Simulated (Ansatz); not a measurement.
One crystal and one scan (energy over volume and axial ratio) at two levels, r2SCAN (plane waves to 500 eV, PAW, scalar-relativistic; Ansatz, an electronic-structure program) and PBE (plane waves to 420 eV, PAW, scalar-relativistic; Ansatz), each from its own relaxed cell and on its own mesh. The cell shown is that of r2SCAN.

SnO2 (rutile)

```
SnO2
1.0
    4.75851     0.00000     0.00000
    0.00000     4.75851     0.00000
    0.00000     0.00000     3.20013
Sn O
2 4
Direct
  0.00000   0.00000   0.00000
  0.50000   0.50000   0.50000
  0.30590   0.30590   0.00000
  0.80590   0.19410   0.50000
  0.19410   0.80590   0.50000
  0.69410   0.69410   0.00000
```

Grid over V/V₀ and (c/a)/(c/a)₀, subscript 0 meaning the relaxed cell; the conventional c axis lies along z; no internal relaxation.

Energies are smeared free energies. SnO2 was relaxed with its symmetry unable to fall. The PAW data are Ansatz's earlier set. As the atoms are clamped, bonds stretch with the cell, which overstates energies and stresses. Percentages come from the unrounded values. Both scans cover V/V₀ from 0.920 to 1.080 and (c/a)/(c/a)₀ from 0.880 to 1.120.

Results of r2SCAN:

| Quantity | Value |
|---|---|
| Lattice constant a (Å) | 4.759 |
| Lattice constant c (Å) | 3.200 |
| Relaxed volume (Å³/atom) | 12.08 |
| Modulus against c/a change at fixed volume, (3/4V)·∂²E/∂(ln c/a)² (fit, atoms clamped) (GPa) | 118 |

Task: What does PBE give for the same quantities?

Result: 
| quantity | PBE | r2SCAN − PBE |
|---|---|---|
| Lattice constant a (Å) | 4.828 | -0.069 (-1.4 %) |
| Lattice constant c (Å) | 3.238 | -0.038 (-1.2 %) |
| Relaxed volume (Å³/atom) | 12.58 | -0.50 (-4.0 %) |
| Modulus against c/a change at fixed volume, (3/4V)·∂²E/∂(ln c/a)² (fit, atoms clamped) (GPa) | 100 | +18 (+19 %) |

r2SCAN gives the higher value for: modulus against c/a change at fixed volume. r2SCAN gives the lower value for: lattice constant a; lattice constant c; relaxed volume.

(A scan under strain: stresses follow from slopes of the energy per volume, elastic moduli from its curvatures.)
